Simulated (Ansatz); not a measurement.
input.yaml

```yaml
crystal:
  lattice:
    - [2.2394094323, 1.2929236386, 3.8450610621]
    - [-2.2394094323, 1.2929236386, 3.8450610621]
    - [0.0, -2.5858472772, 3.8450610621]
  atoms:
    - { symbol: Bi, position: [0.2366973713, 0.2366973713, 0.2366973713] }
    - { symbol: Bi, position: [0.7633026287, 0.7633026287, 0.7633026287] }
basis:
  ecutwfc: 420
kpoints:
  mp_grid: { grid: [12, 12, 12] }
hamiltonian:
  xc: pbesol
scf:
  occupations: { method: gaussian, width: 0.1 }
output:
  forces: true
  stress: true
  eigenvalues: true
relax:
  adjacent_minimum: "off"
  f_tol: 0.01
  max_steps: 30
  cell: { stress_tol: 0.1, fix: [volume] }
```

Run as
```bash
ansatz run input.yaml --threads 1 --pin off --max-ram 2560MiB --backend cpu --events-out ev --progress --plain --runs-dir out
```

Level of theory: DFT PBEsol, scalar-relativistic, plane waves, PAW in Ansatz.

Part of what the program printed, abridged (iterations and final results):

```
SCF iter   1: F=—  HF=-24483.994331 eV  |F-HF|=—  |Δ(HF+E_count)|=         —  Δρ=1.93e-3  dr2=2.59e-3  ethr=1.77e-3  ⟨swp⟩=5.9  Hψ=16864  notcnv=0
SCF iter   2: F=—  HF=-24483.993149 eV  |F-HF|=—  |Δ(HF+E_count)|=   1.18e-3  Δρ=1.14e-3  dr2=9.53e-4  ethr=8.64e-6  ⟨swp⟩=2.8  Hψ=8317  notcnv=0
SCF iter   3: F=—  HF=-24483.992945 eV  |F-HF|=—  |Δ(HF+E_count)|=   2.04e-4  Δρ=3.10e-4  dr2=5.90e-5  ethr=3.18e-6  ⟨swp⟩=2.0  Hψ=6428  notcnv=0
SCF iter   4: F=—  HF=-24483.992931 eV  |F-HF|=—  |Δ(HF+E_count)|=   1.39e-5  Δρ=1.27e-4  dr2=2.11e-5  ethr=1.97e-7  ⟨swp⟩=2.0  Hψ=6425  notcnv=0
SCF iter   5: F=—  HF=-24483.992929 eV  |F-HF|=—  |Δ(HF+E_count)|=   2.19e-6  Δρ=5.20e-5  dr2=2.86e-6  ethr=7.04e-8  ⟨swp⟩=2.3  Hψ=4540  notcnv=0
SCF iter   6: F=—  HF=-24483.992929 eV  |F-HF|=—  |Δ(HF+E_count)|=   1.80e-7  Δρ=1.10e-5  dr2=1.12e-7  ethr=9.53e-9  ⟨swp⟩=3.0  Hψ=6440  notcnv=0
SCF iter   7: F=-24483.992929 eV  HF=-24483.992929 eV  |F-HF|=5.97e-10  |Δ(HF+E_count)|=   1.34e-8  Δρ=2.01e-6  dr2=2.92e-9  ethr=3.33e-10  ⟨swp⟩=5.9  Hψ=16985  notcnv=0
SCF 1 converged in 7 iterations: F = -24483.992929 eV  dr2 = 2.92e-9
relax step   1: F+E_penalty+E_count = -24483.99292892 eV  Δ(F+E_penalty+E_count) = +0.000e0 eV  max|allowed force component| = 1.214e-1 eV/Å  Δτ_max = 0.0000 Å  P = +1.656 GPa  Ω = 66.798 Å³  fix = [volume]  reactions: volume +1.656 GPa (7 SCF iters, dr2 threshold 1.00e-7 eV, accepted)
Basis set: ecut = 420 eV, 1297 PW (Γ), exchange–correlation on 64×64×64 points (8 copies of the dense FFT grid, shifted against one another)
Initial density: handed on by an earlier stage of this run
Initial wavefunctions: those handed on with the density
SCF iter   1: F=—  HF=-24483.994902 eV  |F-HF|=—  |Δ(HF+E_count)|=         —  Δρ=7.78e-4  dr2=3.03e-4  ethr=9.60e-7  ⟨swp⟩=3.0  Hψ=21850  notcnv=0
SCF iter   2: F=—  HF=-24483.994859 eV  |F-HF|=—  |Δ(HF+E_count)|=   4.22e-5  Δρ=4.67e-4  dr2=1.08e-4  ethr=9.60e-7  ⟨swp⟩=1.0  Hψ=3591  notcnv=0
SCF iter   3: F=—  HF=-24483.994847 eV  |F-HF|=—  |Δ(HF+E_count)|=   1.25e-5  Δρ=7.64e-5  dr2=6.11e-6  ethr=3.60e-7  ⟨swp⟩=1.8  Hψ=4865  notcnv=0
SCF iter   4: F=—  HF=-24483.994845 eV  |F-HF|=—  |Δ(HF+E_count)|=   1.47e-6  Δρ=3.08e-5  dr2=8.56e-7  ethr=2.04e-8  ⟨swp⟩=2.4  Hψ=5926  notcnv=0
SCF iter   5: F=-24483.994845 eV  HF=-24483.994845 eV  |F-HF|=1.39e-8  |Δ(HF+E_count)|=   3.47e-8  Δρ=7.72e-6  dr2=6.02e-8  ethr=6.67e-10  ⟨swp⟩=6.2  Hψ=17949  notcnv=0
SCF 2 converged in 5 iterations: F = -24483.994845 eV  dr2 = 6.02e-8
relax step   2: F+E_penalty+E_count = -24483.99484530 eV  Δ(F+E_penalty+E_count) = -1.916e-3 eV  max|allowed force component| = 3.151e-2 eV/Å  Δτ_max = 0.0202 Å  P = +1.271 GPa  Ω = 66.798 Å³  fix = [volume]  reactions: volume +1.271 GPa (5 SCF iters, dr2 threshold 2.00e-7 eV, accepted)
Basis set: ecut = 420 eV, 1291 PW (Γ), exchange–correlation on 64×64×64 points (8 copies of the dense FFT grid, shifted against one another)
SCF iter   1: F=—  HF=-24483.995313 eV  |F-HF|=—  |Δ(HF+E_count)|=         —  Δρ=1.19e-4  dr2=1.14e-5  ethr=2.00e-7  ⟨swp⟩=3.0  Hψ=23283  notcnv=0
SCF iter   2: F=—  HF=-24483.995310 eV  |F-HF|=—  |Δ(HF+E_count)|=   2.52e-6  Δρ=7.74e-5  dr2=5.04e-6  ethr=3.80e-8  ⟨swp⟩=1.0  Hψ=3591  notcnv=0
SCF iter   3: F=—  HF=-24483.995310 eV  |F-HF|=—  |Δ(HF+E_count)|=   6.75e-7  Δρ=1.16e-5  dr2=1.34e-7  ethr=1.68e-8  ⟨swp⟩=2.1  Hψ=4414  notcnv=0
SCF iter   4: F=-24483.995310 eV  HF=-24483.995310 eV  |F-HF|=4.84e-10  |Δ(HF+E_count)|=   1.44e-8  Δρ=4.91e-6  dr2=1.79e-8  ethr=4.24e-10  ⟨swp⟩=6.0  Hψ=16517  notcnv=0
SCF 3 converged in 4 iterations: F = -24483.995310 eV  dr2 = 1.79e-8
relax step   3: F+E_penalty+E_count = -24483.99530966 eV  Δ(F+E_penalty+E_count) = -4.644e-4 eV  max|allowed force component| = 3.126e-3 eV/Å  Δτ_max = 0.0027 Å  P = +1.299 GPa  Ω = 66.798 Å³  energy of the carried Pulay correction = -9.381e-18 eV  fix = [volume]  reactions: volume +1.299 GPa (4 SCF iters, dr2 threshold 1.27e-7 eV, accepted)
Initial wavefunctions: pseudopotential atomic-orbital guess (no wavefunctions were taken with the density)
SCF iter   1: F=—  HF=-24483.995295 eV  |F-HF|=—  |Δ(HF+E_count)|=         —  Δρ=3.17e-5  dr2=3.51e-8  ethr=1.39e-7  ⟨swp⟩=3.9  Hψ=27790  notcnv=0
SCF iter   2: F=—  HF=-24483.995305 eV  |F-HF|=—  |Δ(HF+E_count)|=   9.71e-6  Δρ=1.62e-5  dr2=1.42e-8  ethr=1.17e-10  ⟨swp⟩=2.7  Hψ=6672  notcnv=0
SCF iter   3: F=—  HF=-24483.995306 eV  |F-HF|=—  |Δ(HF+E_count)|=   4.97e-7  Δρ=1.64e-6  dr2=1.27e-9  ethr=4.72e-11  ⟨swp⟩=1.5  Hψ=4119  notcnv=0
SCF iter   4: F=—  HF=-24483.995306 eV  |F-HF|=—  |Δ(HF+E_count)|=   3.70e-9  Δρ=3.93e-7  dr2=1.61e-10  ethr=4.24e-12  ⟨swp⟩=2.3  Hψ=4702  notcnv=0
SCF iter   5: F=-24483.995306 eV  HF=-24483.995306 eV  |F-HF|=0.00e0  |Δ(HF+E_count)|=  1.82e-11  Δρ=1.43e-7  dr2=1.99e-11  ethr=1.00e-12  ⟨swp⟩=6.2  Hψ=16879  notcnv=0
SCF 4 converged in 5 iterations: F = -24483.995306 eV  dr2 = 1.99e-11
SCF converged after 5 iterations
Free energy (F): -24483.995306 eV
Harris-Foulkes:  -24483.995306 eV  (|F-HF|=0.00e0)
Internal energy: -24483.994060 eV  (E = F + TS)
E sigma→0 (E₀):  -24483.994683 eV
Entropy (-TS):   -0.001245 eV (-0.623 meV/atom)
Fermi energy:    10.344260 eV
--- Per-component energies (eV) ---
  E_band       = -200.191045
  E_kinetic    = 606.454567
  E_local      = -3027.514652  (includes V_loc(G=0)·N_el)
  E_nonlocal   = 1123.034109
  E_hartree    = 980.508522
  E_xc         = -300.732343
  E_vxc        = -288.611356  (∫ρ·V_xc dr)
  E_paw        = -21019.190954  (= ΣΔE_a)
  E_vpaw       = -574.569813  (= ΣTr[D̂ρ^β])
  E_aug_tail   = -0.000936  (compensation charges beyond the density's cutoff)
  E_ewald      = -2846.731877
  E_core_change = 0.179504  (= ΣΔE_core)
  E_smearing   = -0.001245  (= −TS)
--- Forces (eV/Å), atoms counted from 1 ---
  atom   1  Bi     0.00000000     0.00000000    -0.00312354
  atom   2  Bi     0.00000000     0.00000000     0.00312354
--- Stress (GPa, compression-positive) ---
        1.338146       0.000000       0.000000
        0.000000       1.338146       0.000000
        0.000000       0.000000       1.220995
  P = ⅓ Tr σ = 1.2991 GPa (12.991 kbar)
--- Band table (eV; the first three rows and the last of 189) ---
  k-point 0: bands = ["-12.6117", "-12.6117", "-12.4407", "-12.4407", "-12.4314", "-12.2310", "-12.2244", "-12.2244", "-12.0866", "-12.0866", "-3.0434", "3.0603", "8.7755", "9.0314", "9.0314", "13.2113", "13.4636", "13.4636", "15.7767"]
  k-point 1: bands = ["-12.6048", "-12.6040", "-12.4378", "-12.4365", "-12.4275", "-12.2345", "-12.2279", "-12.2273", "-12.0952", "-12.0940", "-2.9744", "2.8798", "8.8115", "9.0377", "9.0605", "13.0179", "13.1190", "13.2517", "15.4797"]
  k-point 2: bands = ["-12.5850", "-12.5815", "-12.4294", "-12.4242", "-12.4157", "-12.2455", "-12.2383", "-12.2350", "-12.1199", "-12.1155", "-2.7686", "2.3894", "8.8871", "9.0623", "9.1511", "12.3001", "12.6382", "12.7359", "15.2616"]
  k-point 188: bands = ["-12.4734", "-12.4734", "-12.3841", "-12.3841", "-12.3690", "-12.2900", "-12.2711", "-12.2711", "-12.2388", "-12.2388", "-1.4644", "0.0186", "9.5476", "9.8101", "9.8101", "10.7576", "10.7576", "10.8358", "17.7488"]
--- Relaxed structure (3 steps of the walk, 3 accepted, 1 SCFs on fresh bases) ---
  F+E_penalty+E_count = -24483.99530564 eV   max|allowed force component| = 3.124e-3 eV/Å   (the final SCF, on the basis selected at the relaxed cell)
  cell:  # Å, volume = 66.7976 Å³
    - [2.24560741, 1.29650204, 3.82386524]
    - [-2.24560741, 1.29650204, 3.82386524]
    - [0.0, -2.59300409, 3.82386524]
  atoms:
    - { symbol: Bi, position: [0.23820895, 0.23820895, 0.23820895] }
    - { symbol: Bi, position: [0.76179104, 0.76179104, 0.76179104] }
```

The relaxation met its thresholds.

It took 52 s on 1 thread of Arm Neoverse V2, with other jobs on the host, peak memory 0.48 GiB.

Spin–orbit coupling is left out, which can shift energies with elements as heavy as these.